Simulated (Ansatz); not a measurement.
Geometry optimisation in Ansatz: input, command and trajectory.

```yaml
crystal:
  lattice:
    - [1.5365681492, 0.8871380346, 16.2062720596]
    - [-1.5365681492, 0.8871380346, 16.2062720596]
    - [0.0, -1.7742760691, 16.2062720596]
  atoms:
    - { symbol: Ti, position: [0.5, 0.5, 0.5] }
    - { symbol: Ti, position: [0.784806, 0.784806, 0.784806] }
    - { symbol: Ti, position: [0.690151, 0.690151, 0.690151] }
    - { symbol: Ti, position: [0.309849, 0.309849, 0.309849] }
    - { symbol: Ti, position: [0.215194, 0.215194, 0.215194] }
    - { symbol: Al, position: [0.596098, 0.596098, 0.596098] }
    - { symbol: Al, position: [0.403902, 0.403902, 0.403902] }
    - { symbol: C, position: [0.860022, 0.860022, 0.860022] }
    - { symbol: C, position: [0.139978, 0.139978, 0.139978] }
    - { symbol: C, position: [0.0, 0.0, 0.0] }
basis:
  ecutwfc: 420
kpoints:
  mp_grid: { grid: [12, 12, 12] }
hamiltonian:
  xc: pbesol
scf:
  occupations: { method: gaussian, width: 0.1 }
output:
  forces: true
  stress: true
  eigenvalues: true
  write_density: true
  write_potential: true
  elf: true
  volumetric_format: npy
relax:
  adjacent_minimum: "off"
  f_tol: 0.01
  max_steps: 40
```

```bash
ansatz run input.yaml --threads 2 --pin off --max-ram 5120MiB --backend cpu --events-out ev --progress --plain --runs-dir out
```

All numbers below come from Ansatz 0.2.0, DFT PBEsol, scalar-relativistic, plane waves, PAW.

Of 4 frames 4 are shown, positions in Å and forces in eV/Å; the SCF threshold varies from step to step.

```xyz
10
Lattice="1.5366 0.8871 16.2063 -1.5366 0.8871 16.2063 0.0000 -1.7743 16.2063" Properties=species:S:1:pos:R:3:forces:R:3 pbc="T T T" step=1 free_energy_over_end_meV_per_atom=0.36
Ti    0.0000    0.0000   24.3094    0.0000    0.0000    0.0000
Ti    0.0000    0.0000   38.1563    0.0000    0.0000    0.0666
Ti    0.0000    0.0000   33.5543    0.0000    0.0000   -0.1844
Ti    0.0000    0.0000   15.0645    0.0000    0.0000    0.1844
Ti    0.0000    0.0000   10.4625    0.0000    0.0000   -0.0666
Al    0.0000    0.0000   28.9816    0.0000    0.0000   -0.0095
Al    0.0000    0.0000   19.6372    0.0000    0.0000    0.0095
C     0.0000    0.0000   41.8133    0.0000    0.0000   -0.1225
C     0.0000    0.0000    6.8056    0.0000    0.0000    0.1225
C     0.0000    0.0000    0.0000    0.0000    0.0000    0.0000
10
Lattice="1.5366 0.8871 16.2063 -1.5366 0.8871 16.2063 0.0000 -1.7743 16.2063" Properties=species:S:1:pos:R:3:forces:R:3 pbc="T T T" step=2 free_energy_over_end_meV_per_atom=0.04
Ti    0.0000    0.0000   24.3094    0.0000    0.0000    0.0000
Ti    0.0000    0.0000   38.1719    0.0000    0.0000   -0.0656
Ti    0.0000    0.0000   33.5452    0.0000    0.0000    0.0374
Ti    0.0000    0.0000   15.0736    0.0000    0.0000   -0.0374
Ti    0.0000    0.0000   10.4470    0.0000    0.0000    0.0656
Al    0.0000    0.0000   28.9763    0.0000    0.0000    0.0029
Al    0.0000    0.0000   19.6425    0.0000    0.0000   -0.0029
C     0.0000    0.0000   41.7998    0.0000    0.0000   -0.0083
C     0.0000    0.0000    6.8190    0.0000    0.0000    0.0083
C     0.0000    0.0000    0.0000    0.0000    0.0000    0.0000
10
Lattice="1.5366 0.8871 16.2063 -1.5366 0.8871 16.2063 0.0000 -1.7743 16.2063" Properties=species:S:1:pos:R:3:forces:R:3 pbc="T T T" step=3 free_energy_over_end_meV_per_atom=0.00
Ti    0.0000    0.0000   24.3094    0.0000    0.0000    0.0000
Ti    0.0000    0.0000   38.1671    0.0000    0.0000   -0.0152
Ti    0.0000    0.0000   33.5465    0.0000    0.0000    0.0010
Ti    0.0000    0.0000   15.0723    0.0000    0.0000   -0.0010
Ti    0.0000    0.0000   10.4517    0.0000    0.0000    0.0152
Al    0.0000    0.0000   28.9784    0.0000    0.0000   -0.0010
Al    0.0000    0.0000   19.6404    0.0000    0.0000    0.0010
C     0.0000    0.0000   41.8025    0.0000    0.0000   -0.0180
C     0.0000    0.0000    6.8163    0.0000    0.0000    0.0180
C     0.0000    0.0000    0.0000    0.0000    0.0000    0.0000
10
Lattice="1.5366 0.8871 16.2063 -1.5366 0.8871 16.2063 0.0000 -1.7743 16.2063" Properties=species:S:1:pos:R:3:forces:R:3 pbc="T T T" step=4 free_energy_over_end_meV_per_atom=0.00
Ti    0.0000    0.0000   24.3094    0.0000    0.0000    0.0000
Ti    0.0000    0.0000   38.1663    0.0000    0.0000    0.0061
Ti    0.0000    0.0000   33.5465    0.0000    0.0000    0.0016
Ti    0.0000    0.0000   15.0723    0.0000    0.0000   -0.0016
Ti    0.0000    0.0000   10.4525    0.0000    0.0000   -0.0061
Al    0.0000    0.0000   28.9784    0.0000    0.0000    0.0006
Al    0.0000    0.0000   19.6404    0.0000    0.0000   -0.0006
C     0.0000    0.0000   41.8015    0.0000    0.0000    0.0066
C     0.0000    0.0000    6.8174    0.0000    0.0000   -0.0066
C     0.0000    0.0000    0.0000    0.0000    0.0000    0.0000
```

It took 5.8 min on 2 threads of Intel(R) Xeon(R) Processor @ 2.50GHz (Skylake/Cascade Lake) (shared host), peak memory 1.1 GiB.